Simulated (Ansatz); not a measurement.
TaAs:
```
CELL_PARAMETERS angstrom
     -1.70257     1.70257     5.75439
      1.70257    -1.70257     5.75439
      1.70257     1.70257    -5.75439
ATOMIC_POSITIONS crystal
  Ta 0.99899 0.99899 0.00000
  Ta 0.74899 0.24899 0.50000
  As 0.41701 0.41701 0.00000
  As 0.16701 0.66701 0.50000
```

Relaxed with LDA. Special points in fractions of this cell's reciprocal vectors: Γ (0.000, 0.000, 0.000); X (0.000, 0.000, 0.500); P (0.250, 0.250, 0.250); N (0.000, 0.500, 0.000); M (0.500, 0.500, -0.500); S (0.272, 0.728, -0.272); S0 (-0.272, 0.272, 0.272); R (-0.044, 0.044, 0.500); G (0.500, 0.500, -0.044).

### Question
List the band energies nearest the Fermi level at these points for the program Ansatz at the LDA level (PAW).

### Answer
In eV from the Fermi level; about four levels below and three above (degenerate sets whole), none deeper than 8.9 eV; points with the same levels are listed once.

```json
[
 {"k": "Γ", "below": "-2.45 -2.02 -1.67 -1.67", "above": "0.91 1.62 2.47"},
 {"k": "X", "below": "-3.23 -3.23 -1.12 -1.12", "above": "2.91 2.91 3.21 3.21"},
 {"k": "P", "below": "-3.25 -3.25 -1.11 -1.11", "above": "2.92 2.92 3.21 3.21"},
 {"k": "N", "below": "-2.55 -2.30 -1.64 -0.23", "above": "0.10 1.43 2.37"},
 {"k": "M", "below": "-2.94 -2.94 -0.90 -0.90", "above": "1.24 1.24 2.41 2.41"},
 {"k": "S", "below": "-2.53 -2.48 -1.78 -0.14", "above": "0.13 1.80 2.22"},
 {"k": "R", "below": "-3.20 -3.20 -1.15 -1.15", "above": "2.75 2.75 3.12 3.12"}
]
```

Space group I4_1md. The cell was relaxed with LDA under the symmetry of its start; of distortions, only those at the zone centre were tested. The run is not spin-polarised. A small band overlap can be real or an error of a semilocal functional. The Fermi level of a semimetal is unsure by some 0.05 eV on such meshes. Scalar-relativistic: spin–orbit coupling is off unless named, which matters more the heavier the elements.

Potentials: the later of the program's two PAW sets.
